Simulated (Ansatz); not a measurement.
# Cold compression of Ge (sc type)

```
Ge
1.0
     2.66601    0.00000    0.00000
     0.00000    2.66601    0.00000
     0.00000    0.00000    2.66601
Ge
1
Direct
  0.00000 0.00000 0.00000
```

The cell comes from a relaxation on PAW files under the same functional, begun from a prototype that needn't be the stable phase.

Its volume is scaled at fixed shape and fractional positions.

All numbers are PBEsol results (scalar-relativistic) from Ansatz 0.2.0, with a Γ-centred 15×15×15 k mesh, Fermi–Dirac smearing of 0.1 eV, no spin polarisation. Methods: LAPW: all electrons, basis error target 1 meV/atom; PAW: frozen-core files, cutoff 420 eV; crystal datasets: all electrons, by PAW datasets that the program makes for each cell; norm-conserving: pseudopotentials, cutoff 1061 eV; PAW (cutoff 800 eV): frozen-core files, cutoff 800 eV.

Energies are extrapolated to zero smearing and count from the unscaled cell; pressure is positive in compression; gaps take the mesh and a band path. No temperature or zero-point motion is included.

The PAW files were made under PBE. The structure type is held throughout; the real material can change phase at far lower pressure.

```tsv
V/V0	V (Å³/atom)	P LAPW (GPa)	ΔE LAPW (eV/atom)	P PAW − LAPW (GPa)	ΔE PAW − LAPW (meV/atom)
1.00	18.95	0.04	0.000	-0.03	0.0
0.88	16.68	13.42	0.083	-0.04	-0.4
0.78	14.78	34.6	0.353	-0.05	-1.0
0.68	12.89	?	?	?	?
0.58	10.99	149.9	2.243	0.04	-1.7
0.50	9.47	264.7	4.149	0.43	0.2
0.43	8.15	446.6	7.023	1.02	6.3
```

Q: Fit the Vinet equation to the LAPW pressures shown (residuals weighted by 1/(|P| + 0.03·Pmax)), and predict the pressure of the withheld row.

A: The fit gives V0 = 18.97 Å³/atom, B0 = 74.6 GPa and B0′ = 5.15. At 12.89 Å³/atom, x = (V/V0)^(1/3) = 0.8791, and P = 3·B0·(1 − x)/x²·exp[1.5·(B0′ − 1)·(1 − x)] = 74.3 GPa. The run itself gave 74.0 GPa (+0.4 % off) and ΔE = 0.969 eV/atom.

Q: From the table, what is the rise of the enthalpy H = E + pV up to the last row, and how stiff is the crystal between the last two rows?

A: ΔH = 7.023 eV + (446.6 GPa × 8.15 Å³ − 0.04 GPa × 18.95 Å³) × 0.006242 eV/(GPa·Å³) = 29.73 eV/atom, of which pV makes 76 %. The mean bulk modulus there is −ΔP/Δln V = 1210 GPa.

Q: At the smallest volume, how far do crystal datasets and norm-conserving and PAW (cutoff 800 eV) lie from LAPW in pressure?

A: crystal datasets: -0.01 GPa; norm-conserving: -0.35 GPa; PAW (cutoff 800 eV): +0.63 GPa, on a LAPW pressure of 446.6 GPa.

Q: How do the Löwdin populations by LAPW change from the unscaled cell to the last row?

A: Ge 3s 1.99 → 1.96, Ge 4s 1.49 → 1.07, Ge 4p 2.50 → 2.95 electrons an atom. These are projections on the shells that the free atoms fill; 0.02 e a cell lies outside them at the start and 0.07 e at the end.
